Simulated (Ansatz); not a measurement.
A crystal relaxed with r2SCAN in the PAW code Ansatz has space group P-4m2 (No. 115) and a = 2.979 Å, c = 4.644 Å.

```
atom  site       x       y       z
   C    2g  0.5000  0.0000  0.8204
   C    1b  0.5000  0.5000  0.0000
  Xx    1d  0.0000  0.0000  0.5000
```

r2SCAN gives an indirect gap of 0.40 eV, from Γ to R; the least direct gap is 0.77 eV at Γ. With HSE06 the valence top lies at Γ and the conduction bottom at R, 1.13 eV higher; the smallest vertical gap, at Γ, is 1.52 eV. The PBE gap is indirect, 0.34 eV (Γ to R), below the direct gap of 0.62 eV at Γ. Meshes: r2SCAN 8×8×6, HSE06 6×6×4, PBE 8×8×6.

Question: Which element is Xx?
A. Hf
B. Sn
C. Si
D. Ge

Answer: B. Xx is Sn: SnC₃, ordered on the diamond lattice (P-4m2) with 4 atoms a cell. Around C lie 2 C at 1.71 Å and 2 Sn at 2.11 Å; around C lie 4 C at 1.71 Å; around Sn lie 4 C at 2.11 Å and 4 Sn at 2.98 Å.

Values at 0 K without nuclear motion; spin polarisation is off, and the phase may be a hypothetical one.

No spin-orbit coupling is included; it can move band edges with weight on the heavy atoms by tenths of an eV.

The meshes of the hybrids are coarse, so their gaps aren't converged to the digits shown.
